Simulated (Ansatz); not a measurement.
Method: DFT PBE, scalar-relativistic, plane waves, PAW in Ansatz 0.2.0. Settings: cutoff 420 eV, Γ-centred meshes spaced at most about 0.3 Å⁻¹, and about 0.25 Å⁻¹ or finer for metals (2π included), Gaussian smearing. No spin polarisation in the final relaxations.

These are static total energies at zero pressure.

Two relaxed structures of BW5:

1.

```yaml
crystal:
  lattice:
    - [0.00000, 3.66044, 3.66044]
    - [3.66044, 0.00000, 3.66044]
    - [3.66044, 3.66044, 0.00000]
  atoms:
    - { symbol: B, position: [0.00000, 0.00000, 0.00000] }
    - { symbol: W, position: [0.25000, 0.25000, 0.25000] }
    - { symbol: W, position: [0.62547, 0.62547, 0.12360] }
    - { symbol: W, position: [0.62547, 0.12360, 0.62547] }
    - { symbol: W, position: [0.12360, 0.62547, 0.62547] }
    - { symbol: W, position: [0.62547, 0.62547, 0.62547] }
```

2.

```yaml
crystal:
  lattice:
    - [4.99781, 0.00000, 0.00000]
    - [-2.49890, 4.32823, 0.00000]
    - [0.00000, 0.00000, 4.88414]
  atoms:
    - { symbol: B, position: [0.00000, 0.00000, 0.00000] }
    - { symbol: W, position: [0.33333, 0.66667, 0.00000] }
    - { symbol: W, position: [0.66667, 0.33333, 0.00000] }
    - { symbol: W, position: [0.50000, 0.00000, 0.50000] }
    - { symbol: W, position: [0.50000, 0.50000, 0.50000] }
    - { symbol: W, position: [0.00000, 0.50000, 0.50000] }
```

Problem. Which form is favoured at zero pressure, and by what margin per atom?

Solution. Cell 1 is lower, by 296 meV/atom. Cell 1 has space group F-43m (No. 216), 16.3 Å³/atom and no gap on its mesh; cell 2 has space group P6/mmm (No. 191), 17.6 Å³/atom and no gap. Counting W atoms around B (those within 1.25 times the shortest such distance or 1.15 times the sum of covalent radii; a plus sign parts nearer from farther groups; the shortest distance is added where it is long for a bond), cell 1 has B 16 from 3.0 Å and cell 2 has B 6+12. The denser one is the lower, and pressure would at first widen the difference. Even the lower one lies +1.12 eV/atom against the reference forms of the elements (uncorrected), so neither is stable at this level. In cell 1, around B lie 16 W at 3.03–3.17 Å; around W on a site of symmetry -43m lie 12 W at 3.04 Å and 4 B at 3.17 Å; W on a site of symmetry 3m has 6 W at 2.58–2.60 Å, 3 B at 3.03 Å and 3 W at 3.04 Å. In cell 2, B is surrounded by 6 W at 2.89 Å and 12 W at 3.49 Å; W on a site of symmetry -6m2 has 9 W at 2.84–2.89 Å and 3 B at 2.89 Å; W on a site of symmetry mmm has 4 W at 2.50 Å and 4 W at 2.84 Å. Both come from invented guesses. A third cell relaxed alike, in P6/mmm, lies 199 meV/atom below the lower of the two.

These runs have no spin–orbit coupling, which can matter for W. A magnetic state wasn't ruled out in cells without spin, among them F-43m, P6/mmm. Cells relaxed within their symmetry can be saddle points.
